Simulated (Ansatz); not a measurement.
CdS:
```xyz
2
Lattice="0.0000 2.9122 2.9122 2.9122 0.0000 2.9122 2.9122 2.9122 0.0000" Properties=species:S:1:pos:R:3 pbc="T T T"
S      4.3683     4.3683     4.3683
Cd     0.0000     0.0000     0.0000
```

Relaxed with PBEsol. Special points in fractions of this cell's reciprocal vectors: Γ (0.000, 0.000, 0.000); X (0.500, 0.000, 0.500); U (0.625, 0.250, 0.625); K (0.375, 0.375, 0.750); L (0.500, 0.500, 0.500); W (0.500, 0.250, 0.750).

**Question.** List the band energies nearest the valence-band maximum at these points for PBEsol with spin–orbit coupling in the plane-wave PAW code Ansatz.

**Answer.** In eV from the valence-band maximum; about four levels below and three above (degenerate sets whole), none deeper than 8.9 eV; points with the same levels are listed once.

```tsv
k	below	above
Γ	0.00 0.00 0.00 0.00	1.00 1.00 6.11 6.11
X	-1.95 -1.95 -1.93 -1.93	3.37 3.37 4.24 4.24
U	-2.64 -2.59 -1.59 -1.57	4.08 4.09 5.34
L	-0.81 -0.81 -0.76 -0.76	2.88 2.88 6.78 6.78
W	-2.40 -2.31 -2.27 -2.24	5.26 5.29 5.35
```

Space group F-43m (zinc blende). The PBEsol relaxation kept the symmetry of its start.

Potentials: the later of the program's two PAW sets.
